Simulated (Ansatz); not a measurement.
This run works on a generated trial structure, not on a known crystal.

Input and command of a plane-wave DFT calculation in Ansatz:

```yaml
crystal:
  lattice:
    - [5.3002816, 0.0, 0.0]
    - [-2.6501408, 4.59017851, 0.0]
    - [0.0, 0.0, 4.80884653]
  atoms:
    - { symbol: Fe, position: [0.0, 0.0, 0.0], spin: 4.0 }
    - { symbol: Pb, position: [0.33333333, 0.66666667, 0.0] }
    - { symbol: Pb, position: [0.66666667, 0.33333333, 0.0] }
    - { symbol: O, position: [0.33333333, 0.66666667, 0.62828762] }
    - { symbol: O, position: [0.66666667, 0.33333333, 0.62828762] }
    - { symbol: O, position: [0.66666667, 0.33333333, 0.37171238] }
    - { symbol: O, position: [0.33333333, 0.66666667, 0.37171238] }
basis:
  ecutwfc: 420
kpoints:
  mp_grid: { grid: [3, 3, 3] }
hamiltonian:
  xc: pbe
scf:
  occupations: { method: gaussian, width: 0.15 }
  lower_state_search: "off"
output:
  forces: true
  stress: true
  eigenvalues: true
  populations: true
magnetization:
  spin_polarized: true
relax:
  adjacent_minimum: "off"
  f_tol: 0.08
  max_steps: 16
  cell: { stress_tol: 0.8 }
```

```bash
ansatz run input.yaml --threads 1 --pin off --max-ram 2560MiB --backend cpu --events-out ev --progress --plain --runs-dir out
```

Processor: Intel(R) Xeon(R) Platinum 8259CL CPU @ 2.50GHz (Skylake/Cascade Lake), 1 thread, on a host shared with other jobs.

Problem. Estimate time, memory and problem size.

Solution. About 2.1 min, peak memory 0.54 GiB. It solves 44 bands at 6 k points (after reduction by symmetry) with about 3087 plane waves (on the last cell), in 198 SCF iterations over 16 ionic steps.
